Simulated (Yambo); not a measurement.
A G0W0@PBEsol run in Yambo for SnF₃ (space group Fm-3m, No. 225) (2×2×2 Γ-centred k mesh, 309 bands and a 8 Ry block in the screening, 309 bands in G with the Bruneval-Gonze terminator, plasmon pole fitted at 27.2 eV) gives these matrix elements, in eV, at the band edges (X → L):

| state | E0 | <Vxc> | <Σx> | <Σc(E0)> | Z |
|---|---|---|---|---|---|
| valence edge | 0.000 | -19.058 | -22.350 | 1.603 | 0.819 |
| conduction edge | 2.728 | -14.973 | -11.018 | -2.843 | 0.841 |

Solve the linearised quasiparticle equation for both states, give the gap, and say how exchange and correlation each act on it.

E = E0 + Z(Σx + Σc − Vxc). Valence: 0.000 + 0.819 × (-22.350 + (1.603) − (-19.058)) = -1.38 eV. Conduction: 2.728 + 0.841 × (-11.018 + (-2.843) − (-14.973)) = 3.66 eV. The gap is 5.05 eV, against 2.73 eV in PBEsol. Replacing Vxc by bare exchange alone would open it by 7.25 eV; correlation takes back 4.45 eV of that, and Z scales what is left. Nearest settings tried, and what they do to the gap: 197 bands in G: +10 meV; 117 bands in W, 117 bands in G: +92 meV; 7 Ry block (387 vectors against 459): -14 meV. Not varied: mesh. So the settings aren't converged at that level. The k mesh is coarse. Spin-orbit splittings are left out.

The standard potential for Sn keeps a d shell in the valence without the s and p states of that shell. In tests on such compounds this moved G0W0 gaps by up to about 0.9 eV, so absolute quasiparticle energies here are unreliable; differences between settings are what counts.

Geometry relaxed with PBE+D3(BJ); primitive cell a = 6.195 Å, b = 6.195 Å, c = 6.195 Å, α = 60.00°, β = 60.00°, γ = 60.00°.
